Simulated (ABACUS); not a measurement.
Consider a self-consistent single point of TaAs (I4_1md, 8 atoms in the cell; from Materials Project mp-1936, changed as shown).

```
CELL_PARAMETERS angstrom
      3.37476     0.00000     0.00000
      0.00000     3.37476     0.00000
      0.00000     0.00000    11.50116
ATOMIC_POSITIONS crystal
  Ta 0.50000 0.00000 0.24997
  Ta 0.50000 0.50000 0.99997
  Ta 0.00000 0.50000 0.74997
  Ta 0.00000 0.00000 0.49997
  As 0.50000 0.00000 0.83263
  As 0.00000 0.00000 0.08263
  As 0.00000 0.50000 0.33263
  As 0.50000 0.50000 0.58263
```

All values come from this method and carry its errors: PBE, PseudoDojo 0.5 standard norm-conserving PBE (tails mended) pseudopotentials (plane waves; ABACUS).

ABACUS settings:

| setting | value |
|---|---|
| KPT | Gamma 6 6 2 0 0 0 |
| basis_type | pw |
| dft_functional | PBE |
| ecutwfc | 84 Ry |
| smearing_method | fd |
| smearing_sigma | 0.00999582 Ry |
| potentials | PseudoDojo 0.5 standard norm-conserving PBE (tails mended) |
| symmetry | 1 |
| symmetry_prec | 1e-05 |
| ks_solver | dav |
| scf_nmax | 100 |
| scf_thr | 1.0e-09 Ry |
| mixing_type | broyden |
| mixing_beta | 0.4 |

Results:

Number of valence electrons: 112
Number of bands: 68
Number of k-points after the program's reduction: 20
Number of plane waves (most at a k-point): 11552
Number of SCF iterations: 11
FFT grid: 40 × 40 × 128
Free energy E − TS: -18635.0219 eV
Pressure: 15.51 GPa
Largest force (vector length): 0.049 eV/Å

Forces (eV/Å):
```tsv
atom	Fx	Fy	Fz
Ta1	0.000	0.000	0.049
Ta2	0.000	0.000	0.049
Ta3	0.000	0.000	0.048
Ta4	0.000	0.000	0.048
As5	0.000	0.000	-0.048
As6	0.000	0.000	-0.048
As7	0.000	0.000	-0.049
As8	0.000	0.000	-0.049
```

Stress (GPa, positive for compression):
```
16.39   0.00   0.00
 0.00  16.39   0.00
 0.00   0.00  13.74
```

For comparison: a first run was changed to give this one (lattice scaled by 0.98), and from it to this one the free energy goes up by 55.5 meV/atom, the pressure goes from 2.53 to 15.51 GPa and the largest force goes from 0.018 to 0.049 eV/Å.

Spin-orbit coupling is left out, which matters for bands and gaps with elements this heavy. The structure comes from a collection of computed structures, made at another level of theory; the collection holds predicted forms beside known ones. No clean gap shows at this smearing width and mesh (spacing up to 0.31 Å⁻¹); the mesh is coarse for partly filled bands, so the values carry mesh errors.

Cost on one core: very roughly 11 core-minutes.

“Tails mended”: in these copies of the files the far tail of each local potential was reset to the Coulomb form.
